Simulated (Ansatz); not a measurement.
# 4 guesses for Er3H and where they end

Computed with DFT PBE, scalar-relativistic, plane waves, PAW, and for the lanthanide a 4f-in-core norm-conserving potential, in Ansatz. All cells share a 770 eV cutoff and Γ-centred k meshes spaced at most about 0.3 Å⁻¹ (about 0.25 or finer for metals, 2π included). No spin polarisation in the final relaxations.

Each guess was relaxed in cell and atoms at zero pressure, within the symmetry of its start. All energies are static (0 K, no zero-point motion). Coordination counts Er atoms around H (those within 1.25 times the shortest such distance or 1.15 times the sum of covalent radii, 1.27 where that leaves under three; a plus sign parts nearer from farther groups; the shortest distance is added where it exceeds 1.18 times the sum of covalent radii).

| guess | made from | start group | V start (Å³/atom) | end group | V end (Å³/atom) | coordination at the end | gap on mesh (eV) | E over the lowest end (meV/atom) |
| --- | --- | --- | --- | --- | --- | --- | --- | --- |
| 1 | random cell | Pm-3m | 20.4 | Pm-3m (anti-ReO3) | 26.8 | H 6 | 0 | 87 |
| 2 | Tb3Lu type | Pm-3m | 25.0 | Pm-3m (Cu3Au (L1_2)) | 25.2 | H 12 from 3.3 Å | 0 | 454 |
| 3 | DyMg3 type | Fm-3m | 25.5 | ? | ? | ? | ? | ? |
| 4 | Ru3W type | P6_3/mmc | 20.0 | P6_3/mmc | 25.1 | H 6 | 0 | 0 |

Guess 3 as it starts:

```yaml
crystal:
  lattice:
    - [0.00000, 3.70682, 3.70682]
    - [3.70682, 0.00000, 3.70682]
    - [3.70682, 3.70682, 0.00000]
  atoms:
    - { symbol: Er, position: [0.75000, 0.75000, 0.75000] }
    - { symbol: Er, position: [0.50000, 0.50000, 0.50000] }
    - { symbol: Er, position: [0.25000, 0.25000, 0.25000] }
    - { symbol: H, position: [0.00000, 0.00000, 0.00000] }
```

Question: Fill in the missing row: what does this guess relax into, and where does it rank?

Answer: It ends in the BiF3 (D0_3) type, space group Fm-3m (No. 225), with a = 7.418 Å, 25.5 Å³/atom and no gap. It lies 0.54 eV/atom over the lowest end, above guess 2 and so the highest of the set. Counting Er atoms around H, this end has H 8+6 from 3.2 Å and the lowest (guess 4) has H 6.

```
Er H
1.0
     0.00000    3.70923    3.70923
     3.70923    0.00000    3.70923
     3.70923    3.70923    0.00000
Er H
3 1
Direct
  0.75000 0.75000 0.75000
  0.50000 0.50000 0.50000
  0.25000 0.25000 0.25000
  0.00000 0.00000 0.00000
```

Formation energies are uncorrected and refer to the elements' standard structures at the same level (H₂ as a molecule).

Question: Is the lowest end bound against the elements?

Answer: No: its formation energy is +0.22 eV/atom. A positive value: parting into the elements would lower its energy.

With hydrogen, zero-point motion can shift formation energies by some tens of meV/atom. Cells relaxed within their symmetry can be saddle points. A lower structure may well exist outside this small set. Some candidate types were left out of the draw beforehand, so a known form may be missing.

The lanthanide is trivalent by construction, without f bands, f moments or other valences. The reference runs of the other elements, and any phases without the lanthanide, used 420 eV, which shifts energies against them by under 10 meV/atom. The lanthanide's reference is the lowest of its hcp, dhcp and fcc cells.
